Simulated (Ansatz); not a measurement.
A scan (energy against volume; even scaling of the relaxed cell, symmetry kept) gave these values. Calculation: r2SCAN (plane waves to 500 eV, PAW, scalar-relativistic; Ansatz, a program for electronic structure).

The bulk modulus B₀ (third-order Birch-Murnaghan fit) is 157 GPa and the pressure derivative B₀′ (fit) is 2.9. The equilibrium volume of the fit is 11.02 Å³/atom.

**Question.** Of these crystals, all scanned alike, which one is it?
(A) MnO (rock salt)
(B) Cs (bcc, W type)
(C) CaF₂ (fluorite)
(D) NaF (rock salt)

**Answer.** A, MnO (rock salt). The others have, for the bulk modulus: CaF2 89.5 GPa, NaF 54.4 GPa, Cs 1.8 GPa

All were relaxed with their symmetry unable to fall. At this level the bands of MnO touch or barely overlap; measurements give the solid a gap. MnO is run spin-polarised and with no Hubbard U; the real compound is an antiferromagnetic insulator, a state that this run doesn't describe. Relaxed MnO ends ferromagnetic. The relaxed volume of Cs is well above the measured one; the method has no dispersion term. The magnetic order is the one the run started from; other orders were not tried. (This holds for the magnetic or f-shell members.)

(Under strain, the slope of the energy per volume gives the stress and its curvature an elastic modulus.)
